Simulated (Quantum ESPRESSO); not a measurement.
## TaIr6Sn (a guest atom moved from site to site)

Simulated, not a measurement. The program is pw.x of Quantum ESPRESSO 7.5 (plane-wave density functional theory). The cell is made up: eight metal atoms on a face-centred cubic lattice, with elements, volume, strain and displacements drawn at random and not relaxed, so it may be unstable or far from any real phase. PseudoDojo standard norm-conserving files set the functional (PBE unless stated); there is no spin polarisation or spin-orbit coupling, the Fermi-Dirac width of 0.25 eV means electrons at about 2900 K, and the masses in the input are unused placeholders. The tin pseudopotential is less sure than most, with forces differing by about three percent from a second method on plain tin. Heavy elements are run without spin-orbit coupling, which real alloys of them have. A spin test at this wide smearing found no moment, but such smearing suppresses magnetism that the real alloy may have.

The runs move one Ta atom among sites that otherwise hold Ir. Cell, positions, cutoff, mesh and smearing stay as in the input of run 1; sites are counted in its order. Stress in the tables is positive in tension.

Input of run 1:

```
&control calculation='scf', pseudo_dir='./dojo.nc.sr.pbe.v0_5.standard.upf', outdir='./o', disk_io='minimal', tprnfor=.true., tstress=.true. /
&system ibrav=0, nat=8, ntyp=3, nbnd=82, ecutwfc=72.02867146, nosym=.true., tot_charge=0,
 occupations='smearing', smearing='fd', degauss=0.0183746611
/
&electrons conv_thr=1.470e-08, electron_maxstep=70, mixing_beta=0.5 /
ATOMIC_SPECIES
Ir 1.0 Ir.upf
Sn 1.0 Sn.upf
Ta 1.0 Ta.upf
CELL_PARAMETERS angstrom
-3.8953 0.0143 -0.0346
0.0489 -3.9672 3.9175
-0.0041 5.8982 1.9062
ATOMIC_POSITIONS angstrom
Ta -0.1209 -0.0103 -0.0368
Ir -0.1878 1.9515 1.9172
Ir 0.0995 -1.9384 1.9579
Ir 0.0825 -0.1047 3.9077
Ir -2.0722 3.897 1.8401
Sn -1.9924 0.0408 2.0021
Ir -1.937 1.929 3.9043
Ir -1.9648 -1.9352 3.821
K_POINTS automatic
6 5 4 1 1 1
```

```
run  elements on sites 1 to 8  free energy less that of run 1 (eV)  -TS (eV)  pressure (GPa)  stress xx (GPa)  stress yy (GPa)  stress zz (GPa)  stress yz (GPa)  stress xz (GPa)  stress xy (GPa)  iterations
  1   Ta Ir Ir Ir Ir Sn Ir Ir                                0.000    -1.337           17.09           -19.10           -11.88           -20.29            -1.75             1.60            -0.24          16
  2   Ir Ta Ir Ir Ir Sn Ir Ir                                0.304    -1.378           17.39           -19.89           -15.45           -16.83            -1.40             1.11            -1.38          16
  3   Ir Ir Ir Ta Ir Sn Ir Ir                                0.143    -1.321           17.22           -19.83           -11.13           -20.69            -1.64             1.85            -0.52          14
  4   Ir Ir Ir Ir Ta Sn Ir Ir                               -0.884    -1.157           15.77           -15.23           -13.31           -18.77            -2.15             0.65             0.00          15
  5   Ir Ir Ir Ir Ir Sn Ta Ir                               -0.739    -1.141           15.79           -14.24           -13.94           -19.19            -3.35             0.39             0.05          15
  6   Ir Ir Ir Ir Ir Sn Ir Ta                                0.030    -1.362           17.39           -14.39           -16.28           -21.48            -2.97             1.46            -0.55          14
```

Forces Fx Fy Fz (eV/Å):

| site | run 1 | run 2 | run 3 | run 4 | run 5 | run 6 |
| --- | --- | --- | --- | --- | --- | --- |
| 1 | 0.78 -0.10 -1.75 | 0.31 0.83 0.60 | 0.57 -0.18 -0.54 | 0.40 0.30 -0.60 | 0.50 0.08 -0.58 | 0.69 -0.15 -0.60 |
| 2 | 1.52 0.23 -0.88 | 2.04 2.87 0.07 | 1.89 0.99 0.22 | 1.68 1.14 -0.07 | 1.16 1.19 -0.06 | 1.41 1.27 0.14 |
| 3 | -1.90 -1.71 -0.77 | -1.65 -1.89 -0.81 | -1.44 -1.12 0.07 | -1.20 -2.36 -0.36 | -1.64 -2.05 -0.52 | -1.47 -2.21 -0.63 |
| 4 | -1.82 1.37 1.41 | -2.08 1.50 1.06 | -2.24 0.98 3.04 | -1.87 1.49 1.34 | -1.58 1.03 1.47 | -1.79 1.39 1.50 |
| 5 | 1.14 0.35 0.51 | 1.17 -0.54 0.13 | 0.72 -0.24 -0.09 | 0.94 -0.52 -0.19 | 1.14 0.10 0.31 | 1.16 -0.34 -0.13 |
| 6 | 0.17 -0.11 -0.46 | -0.04 -1.98 -1.75 | 0.73 -0.03 -3.51 | 0.31 0.21 -1.45 | 0.33 -0.97 -2.53 | 0.32 0.38 -2.26 |
| 7 | -0.32 1.35 0.85 | -0.33 0.78 -0.31 | -0.73 0.73 0.07 | -0.66 0.86 0.25 | -0.45 2.25 1.50 | -0.63 1.51 0.84 |
| 8 | 0.43 -1.37 1.08 | 0.58 -1.57 1.02 | 0.48 -1.14 0.72 | 0.42 -1.13 1.08 | 0.55 -1.64 0.42 | 0.31 -1.85 1.14 |

The sites are displaced and not relaxed, so the energy differences hold strain from misfit and are not ordering energies. A rerun of one cell of this series at a higher cutoff and on a denser mesh moved values by no more than 0.003 eV in energy, 0.02 GPa in stress and 0.006 eV/Å in force, and a second program with other atomic files agreed on that cell to 2 % rms in force and 0.5 GPa in pressure.